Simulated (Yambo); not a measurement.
## Bethe-Salpeter results for RbScS₂O₈

```xyz
12
Lattice="5.0596 0.0000 0.0000 -2.5298 4.3818 0.0000 0.0000 0.0000 8.7685" Properties=species:S:1:pos:R:3 pbc="T T T"
O     -0.4296     1.5851     1.3274
O      1.3719     3.2172     1.3274
O     -0.9423     3.9613     1.3274
O      1.5875     0.4205     7.4411
O      2.1002     2.7967     7.4411
O      3.9017     1.1646     7.4411
O      0.0000     2.9212     3.3041
O      2.5298     1.4606     5.4644
S      0.0000     2.9212     1.8466
S      2.5298     1.4606     6.9219
Sc     0.0000     0.0000     0.0000
Rb     0.0000     0.0000     4.3843
```

The geometry is that of Materials Project entry mp-1209187, symmetrised and not relaxed again.

BSE in Yambo on PBEsol (Quantum ESPRESSO, PseudoDojo norm-conserving, 84 Ry, without SOC) bands: 6×6×2 mesh, 16 valence and 7 conduction bands, static screening with 112 bands and a 3 Ry block, scissor 3.73 eV, Tamm-Dancoff; field along x.

```tsv
state	energy (eV)	states within 2 meV	relative strength	class	main transitions
1	6.38	1	< 0.01	dark	several band pairs
2	6.41	2	0.01	weak	several band pairs
3	6.43	1	< 0.01	dark	several band pairs
4	6.45	2	< 0.01	weak	several band pairs
5	6.54	2	0.35	strong	several band pairs
6	6.63	1	< 0.01	dark	several band pairs
```

These are vertical excitations (zero momentum). The direct quasiparticle gap on this mesh is 8.10 eV; counted from there, state 1 is bound by 1.73 eV. Convergence with the mesh was not shown.

Spin singlets only. Strengths are relative to the strongest of the lowest states of this run; strong means a line over 3 % of the spectrum's maximum, dark under 0.03 %. Absolute energies carry the error of the G0W0 scissor, whose convergence isn't established; the long-wavelength screening was taken along (1,1,1) although the crystal is anisotropic.

The structure is a Materials Project entry; no match was found in the copy of COD used, and its stability was not checked.
